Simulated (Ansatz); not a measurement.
A plane-wave DFT run in Ansatz 0.2.0 (scalar-relativistic PAW potentials unless the input names others): input and command.

```yaml
crystal:
  lattice:
    - [3.8298587181, 0.0, 0.0]
    - [0.0, 3.8298587181, 0.0]
    - [0.0, 0.0, 7.8851233584]
  atoms:
    - { symbol: Al, position: [0.0, 0.5, 0.2590694629] }
    - { symbol: Al, position: [0.5, 0.0, 0.7409305371] }
    - { symbol: Zn, position: [0.0, 0.5, 0.594300154] }
    - { symbol: Zn, position: [0.5, 0.0, 0.405699846] }
    - { symbol: As, position: [0.0, 0.0, 0.0] }
    - { symbol: As, position: [0.5, 0.5, 0.0] }
basis:
  ecutwfc: 420
kpoints:
  mp_grid: { grid: [3, 3, 2] }
hamiltonian:
  xc: pbe
scf:
  occupations: { method: gaussian, width: 0.1 }
output:
  forces: true
  eigenvalues: true
  stress: true
```

```bash
ansatz run input.yaml --threads 1 --pin off --max-ram 2560MiB --backend cpu --events-out ev --progress --plain --runs-dir out
```

Abridged log:
```
Basis set: ecut = 420 eV, 2283 PW (Γ), exchange–correlation on 54×54×108 points (8 copies of the dense FFT grid, shifted against one another)
Bands: 36, of which v1, the nominal top of the filled ones, is band 30 counted from 1 (29 counted from 0)
Symmetry: 16 space group operations
k-points: 6 of 18
SCF iter   1: F=—  HF=-17423.815688 eV  |F-HF|=—  |Δ(HF+E_count)|=         —  Δρ=6.59e-3  dr2=4.15e-1  ethr=1.77e-3  ⟨swp⟩=6.2  Hψ=904  notcnv=0
SCF iter   2: F=—  HF=-17423.787428 eV  |F-HF|=—  |Δ(HF+E_count)|=   2.83e-2  Δρ=2.92e-3  dr2=5.85e-2  ethr=6.91e-4  ⟨swp⟩=1.2  Hψ=265  notcnv=0  defer=3
SCF iter   3: F=—  HF=-17423.781209 eV  |F-HF|=—  |Δ(HF+E_count)|=   6.22e-3  Δρ=1.99e-3  dr2=7.12e-3  ethr=9.76e-5  ⟨swp⟩=2.7  Hψ=310  notcnv=0  defer=3
SCF iter   4: F=—  HF=-17423.780123 eV  |F-HF|=—  |Δ(HF+E_count)|=   1.09e-3  Δρ=1.29e-3  dr2=2.82e-3  ethr=1.19e-5  ⟨swp⟩=2.0  Hψ=298  notcnv=0  defer=1
automatic band count: iteration 4 solves 35 bands in place of 36: the levels show a gap, and the empty bands left out lie too high to hold charge; the band table lists the bands solved (type scf.n_extra_bands for more)
SCF iter   5: F=—  HF=-17423.779506 eV  |F-HF|=—  |Δ(HF+E_count)|=   6.17e-4  Δρ=2.61e-4  dr2=7.74e-5  ethr=4.69e-6  ⟨swp⟩=2.0  Hψ=311  notcnv=0  defer=1
SCF iter   6: F=—  HF=-17423.779470 eV  |F-HF|=—  |Δ(HF+E_count)|=   3.64e-5  Δρ=1.07e-4  dr2=1.40e-5  ethr=1.29e-7  ⟨swp⟩=2.0  Hψ=386  notcnv=0  defer=1
SCF iter   7: F=—  HF=-17423.779502 eV  |F-HF|=—  |Δ(HF+E_count)|=   3.24e-5  Δρ=2.73e-5  dr2=1.08e-6  ethr=2.33e-8  ⟨swp⟩=2.0  Hψ=309  notcnv=0  defer=1
SCF iter   8: F=—  HF=-17423.779502 eV  |F-HF|=—  |Δ(HF+E_count)|=   1.81e-7  Δρ=7.64e-6  dr2=2.56e-7  ethr=1.80e-9  ⟨swp⟩=2.7  Hψ=376  notcnv=0  defer=1
SCF iter   9: F=-17423.779502 eV  HF=-17423.779502 eV  |F-HF|=5.82e-9  |Δ(HF+E_count)|=   2.28e-9  Δρ=1.91e-6  dr2=1.09e-8  ethr=1.67e-10  ⟨swp⟩=4.8  Hψ=664  notcnv=0
SCF 1 converged in 9 iterations: F = -17423.779502 eV  dr2 = 1.09e-8
SCF converged after 9 iterations
Free energy (F): -17423.779502 eV
Harris-Foulkes:  -17423.779502 eV  (|F-HF|=5.82e-9)
Internal energy: -17423.732580 eV  (E = F + TS)
E sigma→0 (E₀):  -17423.756041 eV
Entropy (-TS):   -0.046922 eV (-7.820 meV/atom)
Fermi energy:    9.027888 eV
--- Forces (eV/Å), atoms counted from 1 ---
  atom   1  Al     0.00000000     0.00000000     0.29533585
  atom   2  Al     0.00000000     0.00000000    -0.29533585
  atom   3  Zn     0.00000000     0.00000000    -0.19202988
  atom   4  Zn     0.00000000     0.00000000     0.19202988
  atom   5  As     0.00000000     0.00000000     0.00000000
  atom   6  As     0.00000000     0.00000000     0.00000000
--- Stress (GPa, compression-positive) ---
       -4.149079       0.000000       0.000000
        0.000000      -4.149079       0.000000
        0.000000       0.000000       7.251710
  P = ⅓ Tr σ = -0.3488 GPa (-3.488 kbar)
```

Apart from outputs, empty bands and the relaxation, which only the reference makes, the input differs from a reference run on usual settings in kpoints.mp_grid.grid: [10, 10, 6] → [3, 3, 2]. The reference, at the same geometry, ended its own course with pressure 0.00 GPa, largest force 0.002 eV/Å, no gap on the mesh. This run converged in 9 SCF iterations with an energy at zero smearing 44.05 meV/atom above the reference's, pressure -0.35 GPa, largest force 0.295 eV/Å, no gap on the mesh. Its k mesh is looser than usual, and the result moved.

Time: 1.8 s on 1 thread of Arm Neoverse V2 (shared host), peak memory 0.34 GiB.